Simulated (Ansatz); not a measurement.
Given:

CeO₂:
```xyz
6
Lattice="5.0764 0.0000 0.0000 0.0000 5.0764 0.0000 0.0000 0.0000 3.6029" Properties=species:S:1:pos:R:3 pbc="T T T"
Ce     2.5382     2.5382     1.8015
Ce     0.0000     0.0000     0.0000
O      4.1269     0.9495     1.8015
O      0.9495     4.1269     1.8015
O      1.5887     1.5887     0.0000
O      3.4877     3.4877     0.0000
```

This is the PBEsol-relaxed structure.

All from the program Ansatz at the PBEsol level (PAW), unless another level is named. Give the electronic dielectric constant ε∞ (DFPT).

5.94 (xx = yy), 7.00 (zz).

Predict the static dielectric constant ε0 (ions relaxed, cell fixed).

25.3 (xx = yy), 26.7 (zz).

Predict the Born charges (a third of the trace).

Ce +5.67, O -2.83 e.

Space group P4_2/mnm (rutile). The first step of the workflow began from a Materials Project structure, measured or hypothetical; the Crystallography Open Database copy checked does not list it. It is not the phase usual at ambient conditions (space group No. 225). The cell was relaxed with PBEsol under the symmetry of its start; its stability against distortions is not shown here. The run is not spin-polarised. The 4f shell is in the valence. No Hubbard U is applied. Scalar-relativistic: spin–orbit coupling is off unless named, which matters more the heavier the elements.

Potentials: the later of the program's two PAW sets.
